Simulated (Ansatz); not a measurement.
# Kick test of a cell of TiH3

It was reached by relaxing an invented guess, and it needn't be the stable form of this composition.

Computed with DFT PBE, scalar-relativistic, plane waves, PAW in Ansatz 0.2.0. Settings: cutoff 420 eV, Γ-centred mesh 15×15×8 on the computed 8-atom cell, Gaussian smearing of 0.10 eV; no spin polarisation.

The cell below (8 atoms, space group P6_3/mmc (No. 194)) is relaxed within its symmetry.

```cif
data_structure
_symmetry_space_group_name_H-M 'P 1'
_symmetry_Int_Tables_number 1
_cell_length_a 3.1655
_cell_length_b 3.1655
_cell_length_c 5.5851
_cell_angle_alpha 90.000
_cell_angle_beta 90.000
_cell_angle_gamma 120.000
_cell_volume 48.47
loop_
_atom_site_label
_atom_site_type_symbol
_atom_site_fract_x
_atom_site_fract_y
_atom_site_fract_z
_atom_site_occupancy
Ti1 Ti 0.33333 0.66667 0.25000 1
Ti2 Ti 0.66667 0.33333 0.75000 1
H1 H 0.33333 0.66667 0.59397 1
H2 H 0.33333 0.66667 0.90603 1
H3 H 0.66667 0.33333 0.40603 1
H4 H 0.66667 0.33333 0.09397 1
H5 H 0.00000 0.00000 0.25000 1
H6 H 0.00000 0.00000 0.75000 1
```

For the test it was strained at random (σ = 1.5 % a component), the atoms were moved at random (σ = 0.15 Å), and all was relaxed again on a coarse 9×9×4 mesh (in the run’s order of axes) with 0.20 eV smearing, with no symmetry imposed.

**Question.** Is the structure stable against such a distortion?

**Answer.** It returns, within 1 meV/atom of the unmoved cell on that mesh and with the same symmetry when read at 0.1 Å. No instability shows in this cell; modes of other wave vectors, which need another repeat, aren't tested.
